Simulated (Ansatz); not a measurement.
SnSe in space group Pnma (No. 62; Sn on 4c, Se on 4c) at seven volumes, plane-wave PAW LDA (Ansatz code), shape and atoms relaxed at each. One row is withheld.

```
V (Å³/atom)  P (GPa)
-----------  -------
22.891          5.07
23.646          3.04
24.400          1.36
25.155          0.00
25.910             ?
26.664         -1.93
27.419         -2.55
```

Q: Fit the shown pressures and predict the withheld one.

A: Third-order Birch–Murnaghan: P = (3/2)B₀(x^(7/2) − x^(5/2))[1 + (3/4)(B′ − 4)(x − 1)] with x = (V₀/V)^(2/3). Least squares on the six rows gives V₀ = 25.164 Å³/atom, B₀ = 39.67 GPa, B′ = 6.47. At V = 25.910, x = 0.9807 and P = -1.05 GPa. The run itself gave -1.09 GPa.

The LDA relaxation kept the symmetry of its start. A crystal of weakly bound layers computed without a dispersion correction: the cell and the soft elastic constants depend strongly on that. Spin–orbit coupling is left out wherever it is not named.

Potentials: the earlier of the program's two PAW sets. The files were generated under PBE; for other functionals the program regenerates the frozen cores, and for LDA and PBEsol the local potential too.
